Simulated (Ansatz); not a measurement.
A relaxed cell of Hf3TiN4 is given with its symmetry left out. The cell was found from a structure generator's guess, not taken from experiment.

Method: DFT PBE, scalar-relativistic, plane waves, PAW (Ansatz). Cutoff 420 eV, Γ-centred mesh, Gaussian smearing, no spin polarisation.

```cif
data_structure
_symmetry_space_group_name_H-M 'P 1'
_symmetry_Int_Tables_number 1
_cell_length_a 3.1762
_cell_length_b 3.1762
_cell_length_c 8.9784
_cell_angle_alpha 90.000
_cell_angle_beta 90.000
_cell_angle_gamma 90.000
_cell_volume 90.58
loop_
_atom_site_label
_atom_site_type_symbol
_atom_site_fract_x
_atom_site_fract_y
_atom_site_fract_z
_atom_site_occupancy
Hf1 Hf 0.50000 0.50000 0.24014 1
Hf2 Hf 0.00000 0.00000 0.50000 1
Hf3 Hf 0.50000 0.50000 0.75986 1
Ti1 Ti 0.00000 0.00000 0.00000 1
N1 N 0.00000 0.00000 0.24617 1
N2 N 0.50000 0.50000 0.50000 1
N3 N 0.00000 0.00000 0.75383 1
N4 N 0.50000 0.50000 0.00000 1
```

Energies over the elements count from the elements' standard structures at the same level (N₂ as a molecule), with no fitted energy shifts.

Problem. Find its symmetry and describe it.

Solution. P4/mmm (No. 123), with Hf and Ti ordered on rock salt sites. Conventional cell: a = 3.176 Å, c = 8.978 Å. Around Hf on a site of symmetry 4mm lie 6 N at 2.16–2.33 Å, 4 Ti at 3.11 Å and 8 Hf at 3.18–3.24 Å; Hf on a site of symmetry 4/mmm has 6 N at 2.25–2.28 Å and 12 Hf at 3.18–3.24 Å; Ti is surrounded by 6 N at 2.21–2.25 Å and 8 Hf at 3.11 Å; around N on a site of symmetry 4mm lie 1 Ti at 2.21 Å and 5 Hf at 2.25–2.28 Å; 2 more sites not described.

Problem. What is its formation energy per atom?

Solution. −1.65 eV/atom. Whether it is stable depends on the other phases of the system, which aren't compared here.

Problem. Is it a metal?

Solution. Yes, bands cross the Fermi level on the 12×12×4 mesh.

The last run used a 12×12×4 mesh (in the run's order of axes) for its 8-atom cell and Gaussian smearing of 0.10 eV. These runs have no spin–orbit coupling, which can matter for Hf. A structure relaxed within its symmetry needn't be a true minimum.
